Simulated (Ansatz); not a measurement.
Method: Ansatz 0.2.0, DFT PBE, scalar-relativistic, plane waves, PAW. Settings: cutoff 420 eV, Γ-centred meshes spaced at most about 0.3 Å⁻¹, and about 0.25 Å⁻¹ or finer for metals (2π included), Gaussian smearing. Collinear spin in cells that started with moments and kept them past the coarse steps, no spin elsewhere.

All energies are static (0 K, no zero-point motion).

Two forms of MnPt2 were relaxed alike.

A. (site moments Mn 3.7; Pt 0.3 (×2) μB)

```
CELL_PARAMETERS angstrom
2.84605 0.00000 0.00000
-1.42303 2.46475 0.00000
0.00000 0.00000 6.56984
ATOMIC_POSITIONS crystal
Mn 0.00000 0.00000 0.00000
Pt 0.33333 0.66667 0.68359
Pt 0.66667 0.33333 0.31641
```

B. (site moments Mn 3.7; Pt 0.3, 0.1 μB)

```
CELL_PARAMETERS angstrom
2.80227 0.00000 0.00000
0.00000 2.80227 0.00000
0.00000 0.00000 6.29000
ATOMIC_POSITIONS crystal
Mn 0.50000 0.50000 0.36430
Pt 0.00000 0.00000 0.08478
Pt 0.50000 0.50000 0.75428
```

**Question.** Which would you expect to be lower, and how large is the difference?

**Answer.** A is lower, by 224 meV/atom. A has Mn and Pt ordered on fcc sites, space group P-3m1 (No. 164), 15.4 Å³/atom and no gap on its mesh; B has space group P4mm (No. 99), 16.5 Å³/atom and no gap. Counting all near atoms (those within 1.25 times the shortest distance at each site; a plus sign parts nearer from farther groups; a slash parts the counts of unlike sites), A has Mn 12, Pt 12 and B has Mn 9, Pt 1+8/12. The denser one is the lower, and pressure would at first widen the difference. Origin: A is a Materials Project cell, relaxed; B was invented.

These runs have no spin–orbit coupling, which can matter for Pt. The magnetic state reached may not be the lowest. Cells relaxed within their symmetry can be saddle points. Some structure types and database cells were kept out of the candidates from the start, so a known form may be missing.
